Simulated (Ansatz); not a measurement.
# CaO: reading a single point

```
Ca O
1.0
     0.00000    2.41465    2.41465
     2.41465    0.00000    2.41465
     2.41465    2.41465    0.00000
Ca O
1 1
Direct
  0.00000 0.00000 0.00000
  0.50000 0.50000 0.50000
```

The numbers come from plane-wave PAW DFT (Ansatz): PBE, no spin polarisation, 420 eV, 9×9×9 Γ-centred k points, fermi-dirac occupations (width 0.1 eV). Nothing was relaxed.

Charges: Bader charges in e: Ca +1.48, O -1.48. In the mean Ca gives up most and O takes most.
Stress: The pressure is 0.1 GPa (compression positive), so with the atoms held at these fractions the cell is close to zero pressure.
Formation energy: -2.95 eV an atom against the elements' usual phases (free molecules for gases, crystals otherwise, with no correction for O₂ or N₂), so it is bound against them; other compounds may still compete. Relaxing would lower it.
Contacts: Ca–O at 2.41 Å: least valence density 0.25 e/Å³ and ELF 0.09 there, a closed-shell (ionic or weak) contact. These are pseudo-fields; inside the PAW spheres they differ from the all-electron ones.
Electronic structure: The gap is 3.66 eV, indirect (the least direct gap found is 4.03 eV).

Origin: a database entry at a rescaled volume.
